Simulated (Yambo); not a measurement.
A G0W0@LDA run in Yambo for B (space group R-3m, No. 166) (4×4×4 Γ-centred k mesh, 127 bands and a 7 Ry block in the screening, 127 bands in G with the Bruneval-Gonze terminator, plasmon pole fitted at 27.2 eV) gives these matrix elements, in eV, at the band edges (Z → Γ):

| state | E0 | <Vxc> | <Σx> | <Σc(E0)> | Z |
|---|---|---|---|---|---|
| valence edge | 0.000 | -13.644 | -14.756 | 0.932 | 0.807 |
| conduction edge | 1.524 | -11.619 | -7.862 | -3.337 | 0.818 |

Question: Solve the linearised quasiparticle equation for both states, give the gap, and say how exchange and correlation each act on it.

Answer: E = E0 + Z(Σx + Σc − Vxc). Valence: 0.000 + 0.807 × (-14.756 + (0.932) − (-13.644)) = -0.15 eV. Conduction: 1.524 + 0.818 × (-7.862 + (-3.337) − (-11.619)) = 1.87 eV. The gap is 2.01 eV, against 1.52 eV in LDA. Replacing Vxc by bare exchange alone would open it by 4.87 eV; correlation takes back 4.27 eV of that, and Z scales what is left. Nearest settings tried, and what they do to the gap: 49 bands in W, 49 bands in G: +79 meV; 6 Ry block (157 vectors against 181): -23 meV; 2×2×2 mesh: -14 meV. So the settings aren't converged at that level. 

Geometry of the Materials Project entry, not relaxed at this level; primitive cell a = b = c = 5.042 Å, α = β = γ = 58.12°.
